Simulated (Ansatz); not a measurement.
## Si$_{3}$N$_{4}$: excitons and shallow donors from band masses and screening

Theory: Ansatz, DFT r2SCAN, scalar-relativistic, plane waves, PAW.

Settings: cutoff 500 eV, Γ-centred mesh 6×6×6 on the computed 14-atom cell, Gaussian smearing of 0.02 eV; no spin polarisation.

Relaxed cell: I-43d, a = 6.442 Å, b = 6.442 Å, c = 6.442 Å, α = 90.00°, β = 90.00°, γ = 90.00°, 14 atoms in the primitive cell. This form isn't the usual stable structure of the compound.

The calculation gives a Kohn–Sham gap of 4.74 eV, an electron mass of 0.594 mₑ and a hole mass of 1.33 mₑ (harmonic means over x, y, z and over the bands degenerate at each edge), and ε∞ = 4.38 (independent particles, mean of the diagonal).

Q: Estimate the binding energy and radius of a Wannier–Mott exciton and of a shallow donor, and say whether the hydrogenic model can hold.

A: The reduced mass is μ = mₙmₕ/(mₙ + mₕ) = 0.41 mₑ, with mₙ and mₕ the band masses. With E_b = 13.606 eV × μ/ε² and a = 0.529 Å × ε/μ (μ in mₑ) the exciton has E_b = 291 meV and a = 5.6 Å. For a donor μ is the electron mass: 421 meV and 3.9 Å. The radius isn't large against the shortest lattice vector (5.58 Å), so the continuum picture is doubtful and the numbers are only a scale. In a polar crystal the ions screen too, so a state bound more weakly than an optical phonon feels the larger static constant, which lowers the energy and widens the orbit. The other way, the small Kohn–Sham gap and the missing local fields make ε∞ too large and the masses tend to be too light, which underbinds. The edges lie at different points of the zone, so the exciton is indirect.

Cost: 4 runs of about 18 core-minutes in all, on Intel Xeon Processor @ 2.50GHz (Skylake/Cascade Lake) (shared hosts).